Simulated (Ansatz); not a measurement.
A geometry of TiAu away from equilibrium: the start of the relaxation of a relaxed TiAu cell, doubled along one cell vector, shaken by Gaussian noise of σ = 0.08 Å a coordinate. These are PBEsol (plane waves to 420 eV, PAW, scalar-relativistic; Ansatz, a quantum-chemistry and plane-wave program) values and carry that method's errors. Γ-centred k-mesh 7×6×7 on the run's cell (coarser than for final values), Fermi–Dirac smearing 0.05 eV.

```xyz
8
Lattice="4.6241 0.0000 0.0000 0.0000 5.6966 0.0000 0.0000 0.0000 4.9244" Properties=species:S:1:pos:R:3:forces:R:3 pbc="T T T" free_energy=-61926.985 pressure_GPa=2.4
Au     3.4976     1.4894     0.8914    0.2700   -0.5845    0.7715
Au     3.4839     4.2978     0.8480    0.2863    0.1390    0.3252
Au     1.2343     1.3680     4.1933   -0.9096    0.1326   -0.8058
Au     1.2487     4.2691     4.0042   -1.0492   -0.1267    0.2675
Ti     3.4692    -0.0861     3.3935    0.5229    0.7208   -0.1157
Ti     3.3514     2.7892     3.4458    1.2778   -0.2683   -0.6832
Ti     1.2142    -0.0654     1.6311   -0.3543    1.0809   -0.3848
Ti     1.1588     2.9913     1.4924   -0.0438   -1.0938    0.6253
```

Positions in Å, forces in eV/Å, free energy of the cell in eV (comparable only within this code, potentials and settings). Largest force: 1.47 eV/Å, on Ti6 (atoms numbered as listed); the geometry lies 0.06 eV/atom above the end of its relaxation.

No spin polarisation in the result.

The first start was generated by a random draw of sites in a space group. Materials Project lists a structure of TiAu in the same space group, Pmma (No. 51); the sites were not compared with it, nor with measured phases.
